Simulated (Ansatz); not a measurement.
Si:
```cif
data_Si12
_chemical_formula_sum 'Si12'
_space_group_name_H-M_alt 'P 1'
_space_group_IT_number 1
_cell_length_a 5.67970
_cell_length_b 5.67970
_cell_length_c 12.65235
_cell_angle_alpha 90.000
_cell_angle_beta 90.000
_cell_angle_gamma 140.656
loop_
_space_group_symop_operation_xyz
  'x, y, z'
loop_
_atom_site_label
_atom_site_type_symbol
_atom_site_fract_x
_atom_site_fract_y
_atom_site_fract_z
_atom_site_occupancy
Si1 Si 0.75702 0.24298 0.44510 1
Si2 Si 0.24298 0.75702 0.55490 1
Si3 Si 0.24298 0.75702 0.94510 1
Si4 Si 0.75702 0.24298 0.05490 1
Si5 Si 0.42873 0.57127 0.65720 1
Si6 Si 0.57127 0.42873 0.34280 1
Si7 Si 0.57127 0.42873 0.15720 1
Si8 Si 0.42873 0.57127 0.84280 1
Si9 Si 0.97118 0.02882 0.40937 1
Si10 Si 0.02882 0.97118 0.59063 1
Si11 Si 0.02882 0.97118 0.90937 1
Si12 Si 0.97118 0.02882 0.09063 1
```

Relaxed with PBEsol. DFT-PBEsol in the program Ansatz with PAW potentials gives a gap of 0.39 eV.

What gap does HSE06 give on the same cell (Ansatz, PAW)?

1.03 eV, 0.64 eV more. The hybrid was solved on a coarser mesh and at special points; its gap is the smallest among all of these.

| k | v1 PBEsol | c1 PBEsol | v1 HSE06 | c1 HSE06 |
|---|---|---|---|---|
| Γ | -0.46 | 0.59 | -0.48 | 1.24 |
| Y | 0.00 | 0.49 | 0.00 | 1.10 |
| T | -0.12 | 0.43 | ? | ? |
| Z | -0.90 | 0.99 | -0.98 | 1.68 |
| S | -1.25 | 1.16 | -1.32 | 1.85 |
| R | -1.67 | 1.34 | ? | ? |
| Σ0 | -1.23 | 0.77 | ? | ? |
| A0 | -1.41 | 0.74 | ? | ? |

Top valence (v1) and lowest conduction level (c1) in eV from each method's valence maximum (which need not be a listed point): supply the withheld HSE06 values.


- T, v1 HSE06: -0.13
- T, c1 HSE06: 1.07
- R, v1 HSE06: -1.77
- R, c1 HSE06: 2.03
- A0, v1 HSE06: -1.50
- A0, c1 HSE06: 1.41
- Σ0, v1 HSE06: -1.31
- Σ0, c1 HSE06: 1.44

Cost on shared cores: the PBEsol run (SCF on a 8×8×3 mesh, then bands and DOS) roughly 3 core-minutes, the HSE06 run (SCF on 5×5×2, then a few points) roughly 10 core-minutes; the tasks are unlike.

Space group Cmcm. The first step of the workflow began from a Materials Project structure, measured or hypothetical; the Crystallography Open Database copy checked does not list it. It is not the phase usual at ambient conditions (space group No. 227). Symmetry was held in the PBEsol relaxation; whether a distortion lowers the energy is not shown.

Potentials: the later of the program's two PAW sets.
